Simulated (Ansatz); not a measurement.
Nb:
```yaml
crystal:
  lattice:
    - [0.00000, 2.08510, 2.08510]
    - [2.08510, 0.00000, 2.08510]
    - [2.08510, 2.08510, 0.00000]
  atoms:
    - { symbol: Nb, position: [0.00000, 0.00000, 0.00000] }
```

Relaxed with PBEsol. Special points in fractions of this cell's reciprocal vectors: Γ (0.000, 0.000, 0.000); X (0.500, 0.000, 0.500); U (0.625, 0.250, 0.625); K (0.375, 0.375, 0.750); L (0.500, 0.500, 0.500); W (0.500, 0.250, 0.750).

Question: List the band energies nearest the Fermi level at these points for plane-wave PAW PBEsol (Ansatz code).

Answer: In eV from the Fermi level; about four levels below and three above (degenerate sets whole), none deeper than 8.9 eV; … stands for higher levels left out; points with the same levels are listed once.

| k | below | above |
|---|---|---|
| Γ | -6.30 | 0.08 0.08 0.08 |
| X | -4.26 -3.50 | 3.79 4.86 … |
| U | -3.27 -2.31 | 0.63 2.87 … |
| L | -3.97 -0.13 -0.13 | 1.51 … |
| W | -2.78 -1.15 -1.15 | 1.93 … |

Space group Fm-3m (fcc (Cu type)). The workflow started from an entry of the Crystallography Open Database (COD), which files this formula under 2 space groups. It is not the phase usual at ambient conditions (space group No. 229). Symmetry was held in the PBEsol relaxation. At this level the phase is mechanically unstable. The run is not spin-polarised. Spin–orbit coupling is left out wherever it is not named.

Potentials: the earlier of the program's two PAW sets. The files were generated under PBE; for other functionals the program regenerates the frozen cores, and for LDA and PBEsol the local potential too.
